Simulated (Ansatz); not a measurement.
Y₂CN₂O₂ in space group P-3m1 (No. 164; Y on 2d, C on 1a, N on 2c, O on 2d), DFT-r²SCAN in the program Ansatz with PAW potentials, all energies at zero smearing, with the estimated change up to a 700 eV cutoff added, with one set of potentials and settings (totals compare only within such a set). Cell of 7 atoms (2 Y, 1 C, 2 N, 2 O): -9889.566 eV.

```tsv
element	reference phase	E (eV/atom)
Y	P6_3/mmc, 2 atoms in the cell	-3859.7073
C	P6_3/mmc, 4 atoms in the cell	-251.6711
N	Pa-3, 8 atoms in the cell	-384.8315
O	C2/m, 4 atoms in the cell, spin-polarised	-566.0281
```

Formation energy per atom, worked out: (-9889.566 − 2×(-3859.7073) − 1×(-251.6711) − 2×(-384.8315) − 2×(-566.0281))/7 = -2.394 eV/atom (-231 kJ per mol of atoms), at 0 K, without zero-point energy or fitted corrections.

The workflow started from a Materials Project entry (that database holds measured and hypothetical structures alike); the Crystallography Open Database copy checked does not list it. Whether it is the stable phase at ambient conditions was not checked. The cell was relaxed with r²SCAN under the symmetry of its start; its stability against distortions is not shown here. No spin polarisation was allowed. The references are the lowest solids computed at this level, not always the standard phases (solids in place of the gases).

Potentials: the later of the program's two PAW sets.
